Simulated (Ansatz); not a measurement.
**RbZn₄As₃, first-principles data**

RbZn₄As₃:
```xyz
8
Lattice="4.1485 0.0000 0.0000 0.0000 4.1485 0.0000 0.0000 0.0000 10.4215" Properties=species:S:1:pos:R:3 pbc="T T T"
Rb     0.0000     0.0000     5.2108
Zn     0.0000     2.0742     1.6401
Zn     2.0742     0.0000     1.6401
Zn     0.0000     2.0742     8.7814
Zn     2.0742     0.0000     8.7814
As     2.0742     2.0742     3.0131
As     2.0742     2.0742     7.4085
As     0.0000     0.0000     0.0000
```

Space group P4/mmm (No. 123); conventional cell a = 4.148 Å, b = 4.148 Å, c = 10.422 Å, α = 90.00°, β = 90.00°, γ = 90.00°.

Method: the program Ansatz at the r²SCAN level (PAW). The cell and atoms are relaxed at this level. Other levels are named where they apply.

Cell and energy:

- Volume per atom: 22.42 Å³
- Density: 5.29 g/cm³

Electronic structure:

Band gap: 0.29 eV (direct)
Valence-band maximum: at Γ
Conduction-band minimum: at Γ
Electron effective mass: 0.14, 0.14, 7.2 mₑ (principal values)
Electron effective mass with spin–orbit coupling: 0.14, 0.14, 7.2 mₑ (principal values)
Hole effective mass, band 1 of 2 at the edge: 3.2 along x, 4.3 along z (mₑ)
Hole effective mass, band 2 of 2 at the edge: 0.092 along x, 4.3 along z (mₑ)
Hole effective mass with spin–orbit coupling: 0.16, 0.16, 3.9 mₑ (principal values)
HSE06 gap on the r²SCAN cell: 0.71 eV
Gap with spin–orbit coupling: 0.20 eV

Mechanics:

- Bulk modulus (Birch–Murnaghan fit): 367 kbar
- Pressure derivative B′: 5.3

Charges:

* **Bader charges**: Rb +0.80, Zn +0.57, As -1.08 to -0.99 e

The measured cell (COD 4326074, doi:10.1021/ic2009418; 200 K, pressure taken as ambient) has 22.52 Å³ per atom; the computed volume differs by -0.5 %, which includes thermal expansion and zero-point motion.

The workflow started from an entry of the Crystallography Open Database (COD, 200 K). Whether it is the stable phase at ambient conditions was not checked. The cell was relaxed with r²SCAN under the symmetry of its start; its stability against distortions is not shown here. Spin–orbit coupling is left out wherever it is not named.

Potentials: the later of the program's two PAW sets.
